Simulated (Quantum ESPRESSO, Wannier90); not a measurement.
Wannierisation of PbS (R3m)

```
begin unit_cell_cart
ang
    2.1126601171    1.2197448873    3.4519170000
   -2.1126601171    1.2197448873    3.4519170000
    0.0000000000   -2.4394897746    3.4519170000
end unit_cell_cart
begin atoms_frac
Pb   0.0194300000  0.0194300000  0.0194300000
S   -0.4750370000 -0.4750370000 -0.4750370000
end atoms_frac
```

Structure: Materials Project mp-1057015, symmetrised, not relaxed again. Not found in the COD (Crystallography Open Database) copy used, which has the formula in other groups; not checked further. Level: LDA, no spin polarisation, no spin-orbit coupling; pw.x of Quantum ESPRESSO at 45 Ry with PseudoDojo potentials, 10×10×10 k-points, Wannier90. Density: 10×10×10 mesh, cold smearing 0.01 Ry. Spin-orbit coupling is left out although heavy elements are present.

A tight-binding model is made by disentanglement and projection with no localisation steps (num_iter = 0), so the 8 orbitals stay atom-like: hydrogen-like Pb: s;p; S: s;p, axes along x, y, z; frozen window up to 1.84 eV relative to the valence-band maximum. It follows pw.x to 1.5 meV rms for states up to 1.3 eV relative to the valence-band maximum. Matrix elements depend on this choice of orbitals and windows.

The 30 largest hoppings ⟨m,0|H|n,R⟩ between different sites (one of each Hermitian pair; signs follow the real orbitals' lobes; the list may end inside a set of equal values):

```
m           n      R  distance of the centres (Å)  t (eV)
------  -----  -----  ---------------------------  ------
Pb1 py  S2 py  0 0 1                         2.97   1.152
Pb1 pz  S2 py  0 0 1                         2.96   1.083
Pb1 py  S2 pz  0 0 1                         2.97   1.080
Pb1 py  S2 pz  1 1 0                         3.01   1.036
Pb1 py  S2 py  1 1 0                         3.01   1.035
Pb1 pz  S2 py  1 1 0                         3.02   1.033
Pb1 s   S2 py  0 0 1                         2.96  -0.987
Pb1 pz  S2 px  0 1 0                         2.96   0.938
Pb1 pz  S2 px  1 0 0                         2.96  -0.938
Pb1 px  S2 pz  1 0 0                         2.96  -0.935
Pb1 px  S2 pz  0 1 0                         2.96   0.935
Pb1 px  S2 pz  0 1 1                         3.01  -0.898
Pb1 px  S2 pz  1 0 1                         3.01   0.898
Pb1 pz  S2 px  0 1 1                         3.02  -0.895
Pb1 pz  S2 px  1 0 1                         3.02   0.895
Pb1 s   S2 py  1 1 0                         3.02   0.877
Pb1 s   S2 px  0 1 0                         2.96  -0.855
Pb1 s   S2 px  1 0 0                         2.96   0.855
Pb1 py   S2 s  0 0 1                         2.96   0.807
Pb1 s   S2 px  1 0 1                         3.02   0.760
Pb1 s   S2 px  0 1 1                         3.02  -0.760
Pb1 px  S2 px  1 0 0                         2.97   0.756
Pb1 px  S2 px  0 1 0                         2.97   0.756
Pb1 py   S2 s  1 1 0                         3.01  -0.704
Pb1 px   S2 s  1 0 0                         2.96  -0.699
Pb1 px   S2 s  0 1 0                         2.96   0.699
Pb1 px  S2 py  1 0 0                         2.96   0.685
Pb1 py  S2 px  1 0 0                         2.96   0.685
Pb1 py  S2 px  0 1 0                         2.96  -0.685
Pb1 px  S2 py  0 1 0                         2.96  -0.685
```
